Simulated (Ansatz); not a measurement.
Nb$_{3}$Sn (A15 (Cr3Si type), Pm-3n) at seven volumes, plane-wave PAW r²SCAN (Ansatz code), scaled uniformly. One row is withheld.

| V (Å³/atom) | P (GPa) |
|---|---|
| 16.979 | 19.48 |
| 17.539 | 11.97 |
| 18.098 | 5.53 |
| 18.658 | 0.00 |
| 19.218 | ? |
| 19.778 | -8.80 |
| 20.337 | -12.27 |

Problem. Fit the shown pressures and predict the withheld one.

Solution. Third-order Birch–Murnaghan: P = (3/2)B₀(x^(7/2) − x^(5/2))[1 + (3/4)(B′ − 4)(x − 1)] with x = (V₀/V)^(2/3). Least squares on the six rows gives V₀ = 18.659 Å³/atom, B₀ = 170.1 GPa, B′ = 4.11. At V = 19.218, x = 0.9805 and P = -4.73 GPa. The run itself gave -4.74 GPa.

The cell was relaxed with r²SCAN under the symmetry of its start. The run is not spin-polarised. Scalar-relativistic: spin–orbit coupling is off unless named, which matters more the heavier the elements.

Potentials: the earlier of the program's two PAW sets.
